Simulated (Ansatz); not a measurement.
input.yaml

```yaml
crystal:
  lattice:
    - [3.8365550882, 0.0, 0.0]
    - [0.0, 3.8365550882, 0.0]
    - [0.0, 0.0, 4.7594503725]
  atoms:
    - { symbol: Sn, position: [0.5, 0.0, 0.2434679921] }
    - { symbol: Sn, position: [0.0, 0.5, 0.7565320079] }
    - { symbol: O, position: [0.0, 0.0, 0.0] }
    - { symbol: O, position: [0.5, 0.5, 0.0] }
basis:
  ecutwfc: 420
kpoints:
  mp_grid: { grid: [12, 12, 10] }
  band_path:
    path:
      - [[0.0, 0.0, 0.0], [0.0, 0.5, 0.0], [0.5, 0.5, 0.0], [0.0, 0.0, 0.0], [0.0, 0.0, 0.5], [0.0, 0.5, 0.5], [0.5, 0.5, 0.5], [0.0, 0.0, 0.5]]
      - [[0.0, 0.5, 0.0], [0.0, 0.5, 0.5]]
      - [[0.5, 0.5, 0.0], [0.5, 0.5, 0.5]]
    npoints: 14
hamiltonian:
  xc: pbe
  dispersion: d3bj
scf:
  occupations: { method: gaussian, width: 0.1 }
  n_extra_bands: 10
output:
  forces: true
  stress: true
  eigenvalues: true
  populations: true
  dos: { projected: true, de: 0.02, nscf_kmesh: { grid: [18, 18, 15] } }
  bader: true
  write_density: true
  write_potential: true
  elf: true
  volumetric_format: npy
```

Launched with
```bash
ansatz run input.yaml --threads 1 --pin off --max-ram 2560MiB --backend cpu --events-out ev --progress --plain --runs-dir out
```

These are results of DFT PBE+D3(BJ), scalar-relativistic, plane waves, PAW (Ansatz 0.2.0), not measurements.

From the run's log, abridged (final results; tables in files aren't shown):

```
SCF 1 converged in 6 iterations: F = -13184.309786 eV  dr2 = 7.63e-8
SCF converged after 6 iterations
Free energy (F): -13184.309786 eV
Harris-Foulkes:  -13184.309786 eV  (|F-HF|=6.06e-8)
Internal energy: -13184.309289 eV  (E = F + TS)
E sigma→0 (E₀):  -13184.309537 eV
Entropy (-TS):   -0.000497 eV (-0.124 meV/atom)
Fermi energy:    9.984074 eV
--- Per-component energies (eV) ---
  E_band       = -183.517867
  E_kinetic    = 723.458655
  E_local      = -2609.834900  (includes V_loc(G=0)·N_el)
  E_nonlocal   = 32.047438
  E_hartree    = 1416.600795
  E_xc         = -912.880740
  E_vxc        = -380.524688  (∫ρ·V_xc dr)
  E_paw        = -8588.913925  (= ΣΔE_a)
  E_vpaw       = -781.874231  (= ΣTr[D̂ρ^β])
  E_aug_tail   = 0.004785  (compensation charges beyond the density's cutoff)
  E_ewald      = -3243.851602
  E_disp       = -0.939793  (pairwise vdW)
  E_smearing   = -0.000497  (= −TS)
--- Forces (eV/Å), atoms counted from 1 ---
  atom   1  Sn     0.00000000     0.00000000    -0.00417791
  atom   2  Sn     0.00000000     0.00000000     0.00417791
  atom   3  O      0.00000000     0.00000000     0.00000000
  atom   4  O      0.00000000     0.00000000     0.00000000
--- Stress (GPa, compression-positive) ---
        0.025154       0.000000       0.000000
        0.000000       0.025154       0.000000
        0.000000       0.000000      -0.013209
  P = ⅓ Tr σ = 0.0124 GPa (0.124 kbar)
--- Band table (eV; the first three rows and the last of 168) ---
  k-point 0: bands = ["-12.0186", "-11.6217", "-11.6217", "-11.6180", "-11.5877", "-11.5721", "-11.5301", "-11.5172", "-11.4979", "-11.4979", "-10.0727", "-7.5605", "2.5100", "3.1569", "3.8330", "3.8330", "6.5778", "6.8734", "6.8734", "9.9161", "12.1082", "14.4343", "14.4343", "14.6179", "15.7860", "15.7860", "16.5795", "16.9877", "21.0320", "22.2318"]
  k-point 1: bands = ["-12.0167", "-11.6199", "-11.6192", "-11.6192", "-11.5864", "-11.5707", "-11.5314", "-11.5184", "-11.5007", "-11.5007", "-10.0686", "-7.5607", "2.0762", "3.6914", "3.8455", "3.8455", "6.5700", "6.8719", "6.8719", "9.8493", "11.9681", "14.1098", "14.1098", "14.6217", "16.1654", "16.1654", "16.5653", "17.0691", "21.4291", "22.2617"]
  k-point 2: bands = ["-12.0117", "-11.6250", "-11.6122", "-11.6122", "-11.5826", "-11.5666", "-11.5352", "-11.5220", "-11.5087", "-11.5087", "-10.0579", "-7.5610", "1.5428", "3.8789", "3.8789", "4.5250", "6.5483", "6.8676", "6.8676", "9.5947", "11.7229", "13.5779", "13.5779", "14.4315", "16.7759", "16.8462", "16.8462", "17.2955", "22.3466", "22.4101"]
  k-point 167: bands = ["-11.9228", "-11.9228", "-11.5923", "-11.5923", "-11.5628", "-11.5628", "-11.5386", "-11.5386", "-11.5005", "-11.5005", "-8.4095", "-8.4095", "1.1602", "1.1602", "4.4582", "4.4582", "7.1636", "7.1636", "7.5211", "7.5211", "12.2457", "12.2457", "14.1456", "14.1456", "15.5411", "15.5411", "20.4347", "20.4347", "23.7568", "23.7568"]
--- Löwdin populations: 4 sites ---
  site symbol q [e]
     0     Sn     13.1745
     1     Sn     13.1745
     2      O      6.7567
     3      O      6.7567
  spilling = 0.003438 (of n_electrons = 40.000000)
--- Bader charges: 4 sites ---
  site symbol charge [e]  shift [e]
     0     Sn      1.2653     0.0023
     1     Sn      1.2653     0.0023
     2      O     -1.2653     0.0023
     3      O     -1.2653     0.0023
  estimated error of the sums over rays = 4.6e-4 e
```

The run converged.

Time: 73 s on 1 thread of Intel(R) Xeon(R) Platinum 8488C (Sapphire Rapids), with other jobs on the host, peak memory 0.79 GiB.